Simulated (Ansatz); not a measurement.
An Ansatz (a program for electronic structure) run. Input:

Ansatz 0.2 input:
```yaml
crystal:
  lattice:
    - [5.8371178332, 0.0, 0.0]
    - [0.0, 5.8371178332, 0.0]
    - [0.0, 0.0, 3.3619757499]
  atoms:
    - { symbol: B, position: [0.3227103431, 0.6772896569, 0.0] }
    - { symbol: B, position: [0.6772896569, 0.3227103431, 0.0] }
    - { symbol: B, position: [0.8227103431, 0.8227103431, 0.5] }
    - { symbol: B, position: [0.1772896569, 0.1772896569, 0.5] }
    - { symbol: As, position: [0.3184114263, 0.3184114263, 0.0] }
    - { symbol: As, position: [0.6815885737, 0.6815885737, 0.0] }
    - { symbol: As, position: [0.1815885737, 0.8184114263, 0.5] }
    - { symbol: As, position: [0.8184114263, 0.1815885737, 0.5] }
kpoints:
  mp_grid: { grid: [4, 4, 7] }
  band_path:
    path:
      - [[0.0, 0.0, 0.0], [0.0, 0.5, 0.0], [0.5, 0.5, 0.0], [0.0, 0.0, 0.0], [0.0, 0.0, 0.5], [0.0, 0.5, 0.5], [0.5, 0.5, 0.5], [0.0, 0.0, 0.5]]  # Γ-X-M-Γ-Z-R-A-Z
      - [[0.0, 0.5, 0.0], [0.0, 0.5, 0.5]]  # X-R
      - [[0.5, 0.5, 0.0], [0.5, 0.5, 0.5]]  # M-A
      - [VBM, CBM]
    npoints: 8
basis: { xc_grid: 2 }
hamiltonian:
  xc: pbesol
  pseudopotentials: { kind: paw }
magnetization: { noncollinear: true, spin_orbit: true }
scf:
  n_extra_bands: 16
  convergence: { dr2_threshold: 0.0000000001 }
  occupations: { method: gaussian, width: 0.01 }
checkpoint: { write: soc.run }
output: { eigenvalues: true }
```

Output (shortened):

```
Pseudopotentials: kind: paw_fr
Pseudopotential: B, paw_fr, valence charge 3
Pseudopotential: As, paw_fr, valence charge 15
Functional definition: PBEsol
non-collinear run that drives no moment, with spin-orbit …
Crystal: 8 atoms, lattice volume = 114.549 Å³
Basis set: ecut = 420 eV, 2255 PW (Γ), exchange–correlation on 80×80×48 points (8 copies of the dense FFT grid, shifted against one another)
Bands: 88, of which v1, the nominal top of the filled ones, is band 72 counted from 1 (71 counted from 0)
Symmetry: 16 space group operations + 16 with time reversal
k-points: 24 of 112
Projection manifold: j_resolved (fully-relativistic pseudo-atomic orbitals)
PAW frozen core: B, regenerated for the run's functional, and the local potential with it
PAW frozen core: As, regenerated for the run's functional, and the local potential with it
Initial density: superposition of atomic densities (chi_scale 0.1, normalization cell, long waves kept (reshape's long-wave potential 0.00 eV rms))
Initial wavefunctions: pseudopotential atomic-orbital guess
Eigensolver: davidson
Functional: x = pbesol(κ = 0.804, μ = 0.12345679012345678), c = pbesol(β = 0.046)
SCF iter   1: F=—  HF=-19865.017887 eV  |F-HF|=—  |Δ(HF+E_count)|=         —  Δρ=7.32e-2  dr2=7.87e0  dr2_m=0.00e0 (ungated)  ethr=3.10e-3  |M|=0.00e0 ∫|m|=0.00e0 μB  |m|>n=0.0e0 m-floor=0.0e0 τ_xc=0.0e0  β_m=0.30  ⟨swp⟩=6.0  Hψ=4582  notcnv=0  defer=24
all-band conjugate gradients solve this SCF's bands
preconditioner: auto → Resta (q_TF=auto, 2.525 Å⁻¹)
spin=Noncollinear: Resta preconditioning applied to the charge; magnetization (m_x, m_y, m_z) channels mix plain (no charge-response kernel on spin).
SCF iter   2: F=—  HF=-19863.529552 eV  |F-HF|=—  |Δ(HF+E_count)|=    1.49e0  Δρ=4.76e-2  dr2=3.22e0  dr2_m=0.00e0 (ungated)  ethr=3.10e-3  |M|=0.00e0 ∫|m|=0.00e0 μB  |m|>n=0.0e0 m-floor=0.0e0 τ_xc=0.0e0  β_m=0.55  ⟨swp⟩=2.4  Hψ=1522  notcnv=0  defer=234
SCF iter   3: F=—  HF=-19862.535783 eV  |F-HF|=—  |Δ(HF+E_count)|=   9.94e-1  Δρ=1.05e-2  dr2=1.51e-1  dr2_m=0.00e0 (ungated)  ethr=3.10e-3  |M|=0.00e0 ∫|m|=0.00e0 μB  |m|>n=0.0e0 m-floor=0.0e0 τ_xc=0.0e0  β_m=0.68  ⟨swp⟩=3.0  Hψ=1468  notcnv=0  defer=234
SCF iter   4: F=—  HF=-19862.504591 eV  |F-HF|=—  |Δ(HF+E_count)|=   3.12e-2  Δρ=2.93e-3  dr2=1.47e-2  dr2_m=0.00e0 (ungated)  ethr=2.10e-4  |M|=0.00e0 ∫|m|=0.00e0 μB  |m|>n=0.0e0 m-floor=0.0e0 τ_xc=0.0e0  β_m=0.66  ⟨swp⟩=3.3  Hψ=2062  notcnv=0  defer=232
SCF iter   5: F=—  HF=-19862.503303 eV  |F-HF|=—  |Δ(HF+E_count)|=   1.29e-3  Δρ=1.20e-3  dr2=1.49e-3  dr2_m=0.00e0 (ungated)  ethr=2.04e-5  |M|=0.00e0 ∫|m|=0.00e0 μB  |m|>n=0.0e0 m-floor=0.0e0 τ_xc=0.0e0  β_m=0.83  ⟨swp⟩=2.0  Hψ=1880  notcnv=0  defer=232
SCF iter   6: F=—  HF=-19862.504742 eV  |F-HF|=—  |Δ(HF+E_count)|=   1.44e-3  Δρ=2.74e-4  dr2=6.80e-5  dr2_m=0.00e0 (ungated)  ethr=2.07e-6  |M|=0.00e0 ∫|m|=0.00e0 μB  |m|>n=0.0e0 m-floor=0.0e0 τ_xc=0.0e0  β_m=0.91  ⟨swp⟩=2.1  Hψ=1401  notcnv=0  defer=232
SCF iter   7: F=—  HF=-19862.504789 eV  |F-HF|=—  |Δ(HF+E_count)|=   4.66e-5  Δρ=3.64e-5  dr2=1.42e-6  dr2_m=0.00e0 (ungated)  ethr=9.44e-8  |M|=0.00e0 ∫|m|=0.00e0 μB  |m|>n=0.0e0 m-floor=0.0e0 τ_xc=0.0e0  β_m=0.96  ⟨swp⟩=2.0  Hψ=1324  notcnv=0  defer=232
SCF iter   8: F=—  HF=-19862.504782 eV  |F-HF|=—  |Δ(HF+E_count)|=   7.21e-6  Δρ=6.90e-6  dr2=7.50e-8  dr2_m=0.00e0 (ungated)  ethr=1.97e-9  |M|=0.00e0 ∫|m|=0.00e0 μB  |m|>n=0.0e0 m-floor=0.0e0 τ_xc=0.0e0  β_m=0.98  ⟨swp⟩=2.0  Hψ=1856  notcnv=0  defer=232
SCF iter  11: F=-19862.504782 eV  HF=-19862.504782 eV  |F-HF|=7.28e-12  |Δ(HF+E_count)|=  1.27e-10  Δρ=4.44e-8  dr2=2.26e-12  dr2_m=0.00e0 (ungated)  ethr=1.00e-12  |M|=0.00e0 ∫|m|=0.00e0 μB  |m|>n=0.0e0 m-floor=0.0e0 τ_xc=0.0e0  ⟨swp⟩=9.6  Hψ=3587  notcnv=0
SCF 1 converged in 11 iterations: F = -19862.504782 eV  dr2 = 2.26e-12
NSCF: frozen V_eff on 40 k-points
NSCF: frozen V_eff on 40 k-points
NSCF: frozen V_eff on 40 k-points
NSCF: frozen V_eff on 34 k-points
NSCF: frozen V_eff on 13 k-points
NSCF: frozen V_eff on 7 k-points
NSCF: frozen V_eff on 13 k-points
NSCF: frozen V_eff on 13 k-points
NSCF: frozen V_eff on 13 k-points
NSCF: frozen V_eff on 8 k-points
NSCF: frozen V_eff on 2 k-points
NSCF: frozen V_eff on 84 k-points
SCF converged after 11 iterations
Magnetization: |M| = 0.0000 μB,  M = (+0.0000, +0.0000, +0.0000) μB
Absolute magnetization: 0.0000 μB (∫|m|)
  site 0: m = (+0.0000, +0.0000, +0.0000) μB, |m| = 0.0000 μB  (R = 0.84 Å)
  site 1: m = (+0.0000, +0.0000, +0.0000) μB, |m| = 0.0000 μB  (R = 0.84 Å)
  site 2: m = (+0.0000, +0.0000, +0.0000) μB, |m| = 0.0000 μB  (R = 0.84 Å)
  site 3: m = (+0.0000, +0.0000, +0.0000) μB, |m| = 0.0000 μB  (R = 0.84 Å)
  site 4: m = (+0.0000, +0.0000, +0.0000) μB, |m| = 0.0000 μB  (R = 0.84 Å)
  site 5: m = (+0.0000, +0.0000, +0.0000) μB, |m| = 0.0000 μB  (R = 0.84 Å)
  site 6: m = (+0.0000, +0.0000, +0.0000) μB, |m| = 0.0000 μB  (R = 0.84 Å)
  site 7: m = (+0.0000, +0.0000, +0.0000) μB, |m| = 0.0000 μB  (R = 0.84 Å)
Free energy (F): -19862.504782 eV
Harris-Foulkes:  -19862.504782 eV  (|F-HF|=7.28e-12)
Internal energy: -19862.504782 eV  (E = F + TS)
E sigma→0 (E₀):  -19862.504782 eV
Fermi energy:    10.785284 eV
--- Per-component energies (eV) ---
  E_band       = -898.795391
  E_kinetic    = 606.866113
  E_local      = -7132.292172  (includes V_loc(G=0)·N_el)
  E_nonlocal   = -2620.604009
  E_hartree    = 3906.776773
  E_xc         = -442.167136
  E_vxc        = -469.122911  (∫ρ·V_xc dr)
  E_paw        = -7481.298318  (= ΣΔE_a)
  E_vpaw       = 902.804000  (= ΣTr[D̂ρ^β])
  E_aug_tail   = 0.000026  (compensation charges beyond the density's cutoff)
  E_ewald      = -6703.724539
  E_core_change = 3.938480  (= ΣΔE_core)
  E_smearing   =  0.000000  (= −TS)
  E_closure    =  0.000000  (closes the sum)
  Σ components = -19862.504782   (vs F -19862.504782, Δ=0.00e0)
  [band-id]    e_kinetic+e_local+e_nonlocal+2·e_hartree+e_vxc+e_vpaw+e_augmentation_tail = -898.795407   (vs E_band -898.795391, Δ=-1.56e-5)
--- Band table (eV; the first three rows and the last of 24) ---
  k-point 0: bands = ["-25.9259", "-25.9259", "-25.9233", "-25.9233", "-25.9222", "-25.9222", "-25.9194", "-25.9194", "-25.9149", "-25.9149", "-25.9145", "-25.9145", "-25.9144", "-25.9144", "-25.9135", "-25.9135", "-25.2025", "-25.2025", "-25.2008", "-25.2008", "-25.1998", "-25.1998", "-25.1985", "-25.1985", "-25.1971", "-25.1971", "-25.1937", "-25.1937", "-25.1890", "-25.1890", "-25.1879", "-25.1879", "-25.1855", "-25.1855", "-25.1844", "-25.1844", "-25.1811", "-25.1811", "-25.1802", "-25.1802", "-5.0078", "-5.0078", "-2.2720", "-2.2720", "-2.2687", "-2.2687", "-1.8055", "-1.8055", "1.3920", "1.3920", "3.4634", "3.4634", "3.6374", "3.6374", "3.7213", "3.7213", "5.5899", "5.5899", "6.3505", "6.3505", "8.3601", "8.3601", "8.3649", "8.3649", "9.7409", "9.7409", "10.1114", "10.1114", "10.4100", "10.4100", "10.5141", "10.5141", "11.5259", "11.5259", "12.6413", "12.6413", "12.7925", "12.7925", "12.8189", "12.8189", "13.8879", "13.8879", "13.9229", "13.9229", "14.6288", "14.6288", "14.8473", "14.8473"]
  k-point 1: bands = ["-25.9257", "-25.9257", "-25.9232", "-25.9232", "-25.9220", "-25.9220", "-25.9195", "-25.9195", "-25.9147", "-25.9147", "-25.9143", "-25.9143", "-25.9138", "-25.9138", "-25.9127", "-25.9127", "-25.2022", "-25.2022", "-25.2008", "-25.2008", "-25.1999", "-25.1999", "-25.1982", "-25.1982", "-25.1963", "-25.1963", "-25.1933", "-25.1933", "-25.1885", "-25.1885", "-25.1869", "-25.1869", "-25.1850", "-25.1850", "-25.1845", "-25.1845", "-25.1813", "-25.1813", "-25.1803", "-25.1803", "-4.7911", "-4.7911", "-2.0658", "-2.0658", "-2.0627", "-2.0627", "-1.7291", "-1.7291", "1.6051", "1.6051", "3.7014", "3.7014", "3.7299", "3.7299", "3.8093", "3.8093", "5.1193", "5.1193", "5.4249", "5.4249", "7.1941", "7.1941", "7.2047", "7.2047", "8.8560", "8.8560", "9.4028", "9.4028", "9.9600", "9.9600", "10.0935", "10.0935", "11.7108", "11.7108", "12.9806", "12.9806", "13.0541", "13.0541", "13.1894", "13.1894", "14.8468", "14.8468", "15.4617", "15.4617", "15.4962", "15.4962", "15.5256", "15.5256"]
  k-point 2: bands = ["-25.9252", "-25.9252", "-25.9232", "-25.9232", "-25.9216", "-25.9216", "-25.9199", "-25.9199", "-25.9138", "-25.9138", "-25.9135", "-25.9135", "-25.9126", "-25.9126", "-25.9113", "-25.9113", "-25.2016", "-25.2016", "-25.2009", "-25.2009", "-25.1995", "-25.1995", "-25.1979", "-25.1979", "-25.1950", "-25.1950", "-25.1925", "-25.1925", "-25.1878", "-25.1878", "-25.1865", "-25.1865", "-25.1836", "-25.1836", "-25.1826", "-25.1826", "-25.1815", "-25.1815", "-25.1802", "-25.1802", "-4.1609", "-4.1609", "-1.6911", "-1.6911", "-1.4877", "-1.4877", "-1.4850", "-1.4850", "2.2389", "2.2389", "3.4837", "3.4837", "3.5826", "3.5826", "3.6016", "3.6016", "4.4004", "4.4004", "4.7840", "4.7840", "5.9062", "5.9062", "5.9595", "5.9595", "6.6992", "6.6992", "8.3789", "8.3789", "8.8464", "8.8464", "8.9685", "8.9685", "11.0566", "11.0566", "13.6127", "13.6127", "13.6809", "13.6809", "14.4736", "14.4736", "15.4370", "15.4370", "16.3137", "16.3137", "16.6331", "16.6331", "16.6510", "16.6510"]
  k-point 23: bands = ["-25.9243", "-25.9243", "-25.9243", "-25.9243", "-25.9208", "-25.9208", "-25.9208", "-25.9208", "-25.9127", "-25.9127", "-25.9127", "-25.9127", "-25.9109", "-25.9109", "-25.9109", "-25.9109", "-25.2014", "-25.2014", "-25.2014", "-25.2014", "-25.1983", "-25.1983", "-25.1983", "-25.1983", "-25.1941", "-25.1941", "-25.1941", "-25.1941", "-25.1864", "-25.1864", "-25.1864", "-25.1864", "-25.1817", "-25.1817", "-25.1817", "-25.1817", "-25.1797", "-25.1797", "-25.1797", "-25.1797", "-2.4592", "-2.4592", "-2.4592", "-2.4592", "-1.0681", "-1.0681", "-1.0681", "-1.0681", "1.9712", "1.9712", "1.9712", "1.9712", "2.1194", "2.1194", "2.1194", "2.1194", "5.8687", "5.8687", "5.8687", "5.8687", "7.2265", "7.2265", "7.2265", "7.2265", "7.5235", "7.5235", "7.5235", "7.5235", "7.9554", "7.9554", "7.9554", "7.9554", "11.7093", "11.7093", "11.7093", "11.7093", "12.1332", "12.1332", "12.1332", "12.1332", "13.2763", "13.2763", "13.2763", "13.2763", "13.9019", "13.9019", "13.9019", "13.9019"]
  band table: 88 of 88 bands, residual norms ≤ 1.0e-3 eV
```

Cost: very roughly 7 core-minutes on shared cores.

Space group P4_2/mnm. The start of the workflow was typed in or built on a structure type; neither database checked (COD, Materials Project) lists it. It is not the phase usual at ambient conditions (space group No. 216). The PBEsol relaxation kept the symmetry of its start; phonons on a q-mesh show no instability.

Potentials: the later of the program's two PAW sets.

Ansatz is a plane-wave DFT program.
